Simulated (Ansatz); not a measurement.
Pt:
Space group Fm-3m (No. 225); a = 3.8937 Å, b = 3.8937 Å, c = 3.8937 Å, α = 90.00°, β = 90.00°, γ = 90.00°

```json
[
 {"atom": "Pt", "site": "4a", "symmetry": "m-3m", "x": "0.0000", "y": "0.0000", "z": "0.0000"}
]
```
(The calculation used a cell of 1 atom; values per cell refer to that cell.)

Relaxed with LDA.

### Question
Which orbitals make up the states near the Fermi level in plane-wave PAW LDA (Ansatz code)?

### Answer
Within 0.5 eV of the Fermi level: Pt 5d 96 %. Projections are on Löwdin-orthogonalised atomic valence shells; empty p or d shells of many metals are not among them.

### Question
Tabulate the density of states.

### Answer
States/eV per cell of 1 atom, in 0.25 eV bins, energy from the Fermi level.

```csv
E (eV),total,Pt 5d,Pt 6s
-7.85,0.22,0.05,0.16
-7.60,0.40,0.18,0.22
-7.35,0.58,0.32,0.24
-7.10,0.83,0.56,0.27
-6.85,1.10,0.81,0.27
-6.60,1.38,1.14,0.23
-6.35,1.36,1.18,0.16
-6.10,1.25,1.13,0.11
-5.85,1.19,1.11,0.07
-5.60,0.90,0.86,0.03
-5.35,1.04,1.00,0.02
-5.10,1.29,1.23,0.03
-4.85,1.29,1.23,0.04
-4.60,1.37,1.29,0.06
-4.35,1.47,1.37,0.07
-4.10,1.60,1.48,0.09
-3.85,1.86,1.71,0.10
-3.60,2.32,2.18,0.10
-3.35,1.52,1.42,0.07
-3.10,1.23,1.12,0.07
-2.85,1.10,1.01,0.05
-2.60,1.05,0.97,0.05
-2.35,1.29,1.21,0.05
-2.10,1.52,1.44,0.05
-1.85,1.26,1.19,0.04
-1.60,1.18,1.12,0.04
-1.35,1.07,1.01,0.03
-1.10,1.05,1.00,0.03
-0.85,1.05,1.00,0.03
-0.60,1.16,1.11,0.03
-0.35,1.42,1.37,0.04
-0.10,1.95,1.90,0.04
0.15,1.42,1.36,0.05
0.40,0.80,0.73,0.06
0.65,0.27,0.19,0.06
0.90,0.27,0.17,0.07
1.15,0.27,0.15,0.08
1.40,0.27,0.14,0.09
1.65,0.27,0.13,0.09
1.90,0.28,0.12,0.10
2.15,0.28,0.11,0.10
2.40,0.27,0.10,0.10
2.65,0.27,0.09,0.11
2.90,0.27,0.08,0.11
3.15,0.26,0.07,0.11
3.40,0.26,0.06,0.11
3.65,0.25,0.05,0.11
3.90,0.25,0.04,0.10
4.15,0.24,0.04,0.10
4.40,0.23,0.03,0.10
4.65,0.22,0.03,0.10
```

The cell was relaxed with LDA under the symmetry of its start. No spin polarisation was allowed. Scalar-relativistic: spin–orbit coupling is off unless named, which matters more the heavier the elements.

Potentials: the later of the program's two PAW sets.
